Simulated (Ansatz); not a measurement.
FePt:
```yaml
crystal:
  lattice:
    - [2.73016, 0.00000, 0.00000]
    - [0.00000, 2.73016, 0.00000]
    - [0.00000, 0.00000, 3.72988]
  atoms:
    - { symbol: Fe, position: [0.50000, 0.50000, 0.50000], spin: 3.3 }
    - { symbol: Pt, position: [0.00000, 0.00000, 0.00000], spin: 0.4 }
```

Relaxed with r²SCAN.

Task: Map the electron localisation function on the plane through (0.500, 0.500, 0.500) spanned by u = [1, 0, 0] and v = [0, 1, 1] in lattice vectors, from DFT-r²SCAN in the program Ansatz with PAW potentials.

Result: x is the fraction of u, y of v (the angle between them is 90°; rows are the nearest grid lines); atoms in the plane: Fe at (0.00, 0.00), Pt at (0.50, 0.50).
```
|@@#+-. ... .-+#@@|
|@%#+:  ...  :+#%@|
|#*+-.  .:.  .-+*#|
|=-:.   :::   .:-=|
|..    .:::.    ..|
|    .:::::::.    |
|...:::::::::::...|
|::::::-----::::::|
|:::::==+++==:::::|
|::.:=+*****+=:.::|
|::.:=*#####*=:.::|
|::.-+*#####*+-.::|
|::.-+*#####*+-.::|
|::.:=*#####*=:.::|
|::.:=+*****+=:.::|
|:::::==+++==:::::|
|::::::-----::::::|
|...:::::::::::...|
|    .:::::::.    |
|..    .:::.    ..|
|=-:.   :::   .:-=|
|#*+-.  .:.  .-+*#|
|@%#+:  ...  :+#%@|
|@@#+-. ... .-+#@@|
```
Scale: ten equal steps from 0.128 (start of ' ') to 0.893 (end of '@'), in the order ' .:-=+*#%@'; x runs from 0.000 to 1.00, y from 0.000 (bottom) to 1.00 (top).

The density is the valence pseudo-density with augmentation charge, so density and ELF within about 1 Å of a nucleus are not all-electron values.

Space group P4/mmm (L1₀ or tetragonal B2). Symmetry was held in the r²SCAN relaxation. The final state is ferromagnetic, chosen from 5 collinear starts compared on coarse meshes (ties went to the first, and starts can fall back to one state), not a proven ground state. Textbook magnetic order: ferromagnetic. Other orbital occupations within this spin state were not tried. Spin–orbit coupling is left out wherever it is not named.

Potentials: the later of the program's two PAW sets.
